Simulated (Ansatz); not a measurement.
The end point of a relaxation of YN. These are r2SCAN (plane waves to 500 eV, PAW, scalar-relativistic; Ansatz, a quantum-chemistry and plane-wave program) values and carry that method's errors.

```cif
data_NY
_chemical_formula_sum 'Y1 N1'
_space_group_name_H-M_alt 'P 1'
_space_group_IT_number 1
_cell_length_a 3.46177
_cell_length_b 3.46177
_cell_length_c 3.46177
_cell_angle_alpha 60.000
_cell_angle_beta 60.000
_cell_angle_gamma 60.000
loop_
_space_group_symop_operation_xyz
  'x, y, z'
loop_
_atom_site_label
_atom_site_type_symbol
_atom_site_fract_x
_atom_site_fract_y
_atom_site_fract_z
_atom_site_occupancy
Y1 Y 0.00000 0.00000 0.00000 1
N1 N 0.50000 0.50000 0.50000 1
```

Problem. Find the space group and the Wyckoff positions (tolerance 0.01 Å).

Solution. Space group Fm-3m (No. 225); a = 4.8957 Å, b = 4.8957 Å, c = 4.8957 Å, α = 90.00°, β = 90.00°, γ = 90.00°

```csv
atom,site,symmetry,x,y,z
Y,4a,m-3m,0.0000,0.0000,0.0000
N,4b,m-3m,0.5000,0.5000,0.5000
```

This is the rock salt type.

Problem. Give the shortest distances between elements (the closest pairs, up to four, under 3.6 Å).

Solution. N–Y 2.45 Å; Y–Y 3.46 Å; N–N 3.46 Å.

The volume per atom is 14.67 Å³ and the band gap comes out as 0.58 eV, indirect (valence top at Γ, conduction bottom at X) (no spin-orbit coupling). The smallest direct gap comes out as 0.98 eV at X.

No spin polarisation in the result.

Measured for YN: a 4.877 Å (as listed in G. Soto, M.G. Moreno-Armenta, A. Reyes-Serrato, Computational Materials Science (2007)). Computed minus measured — a: r2SCAN +0.4 %. The computed values are for a static lattice.

The run could not lose the symmetry of its start.
